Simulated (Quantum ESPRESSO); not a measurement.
Sn3Os2Ru2Sc, a curve over one atom's position

A calculation, not a measurement. The program is pw.x of Quantum ESPRESSO 7.5 (plane-wave density functional theory). The cell is made up: eight metal atoms on a face-centred cubic lattice, with elements, volume, strain and displacements drawn at random and not relaxed, so it may be unstable or far from any real phase. PseudoDojo standard norm-conserving files set the functional (PBE unless stated); there is no spin polarisation or spin-orbit coupling, the Fermi-Dirac width of 0.25 eV means electrons at about 2900 K, and the masses in the input are unused placeholders. The tin pseudopotential is less sure than most, with forces differing by about three percent from a second method on plain tin. Heavy elements are run without spin-orbit coupling, which real alloys of them have. A spin test at this wide smearing found no moment, but such smearing suppresses magnetism that the real alloy may have.

Seven runs move atom 4 (Sn, counted in the order of the input) along z and keep all else fixed.

Input of the run at -0.0014:

```
&control calculation='scf', pseudo_dir='./dojo.nc.sr.pbe.v0_5.standard.upf', outdir='./o', disk_io='minimal', tprnfor=.true., tstress=.true. /
&system ibrav=0, nat=8, ntyp=4, nbnd=73, ecutwfc=84.00895049, nosym=.true., tot_charge=0,
 occupations='smearing', smearing='fd', degauss=0.0183746611
/
&electrons conv_thr=1.470e-08, electron_maxstep=70, mixing_beta=0.5 /
ATOMIC_SPECIES
Os 1.0 Os.upf
Ru 1.0 Ru.upf
Sc 1.0 Sc.upf
Sn 1.0 Sn.upf
CELL_PARAMETERS angstrom
-4.1119 0.0 0.0
-2.0559 -4.1119 -2.0559
-2.0559 -4.1119 6.1678
ATOMIC_POSITIONS angstrom
Sn 0.1617 -0.0518 -0.0425
Sn -2.2667 -4.0032 1.793
Os -2.1946 -1.978 0.0787
Sn -4.2189 -6.3296 2.1279
Ru -4.1217 -3.7743 4.1045
Sc -4.0318 -4.1881 0.0421
Os -4.0562 -2.146 2.0819
Ru -6.1076 -6.1576 3.8513
K_POINTS automatic
6 5 3 1 1 1
```

| shift of atom 4 along z (Å) | free energy less that of the input shown (eV) | Fx on atom 4 (eV/Å) | Fy on atom 4 (eV/Å) | Fz on atom 4 (eV/Å) | pressure (GPa) | iterations |
| --- | --- | --- | --- | --- | --- | --- |
| -0.0995 | -0.0308 | 1.703 | 2.204 | 0.218 | 10.64 | 16 |
| -0.0812 | -0.0330 | 1.714 | 2.249 | 0.019 | 10.64 | 16 |
| -0.0438 | -0.0261 | 1.749 | 2.344 | -0.386 | 10.67 | 16 |
| -0.0253 | -0.0171 | 1.771 | 2.391 | -0.586 | 10.71 | 16 |
| -0.0014 | 0.0000 | 1.805 | 2.454 | -0.845 | 10.78 | 16 |
| +0.0268 | 0.0281 | 1.853 | 2.528 | -1.151 | 10.89 | 16 |
| +0.0938 | 0.1299 | 2.000 | 2.713 | -1.888 | 11.26 | 17 |

A cubic fit gives dFz/dz = -10.84 eV/Å² at zero shift. Across the table the energy follows minus the integral of the force to 0.1 meV. A rerun of one of the cells at a higher cutoff and on a denser mesh moved values by no more than 0.004 eV in energy, 0.02 GPa in stress and 0.005 eV/Å in force, and a second program with other atomic files agreed on that cell to 2 % rms in force and 0.5 GPa in pressure.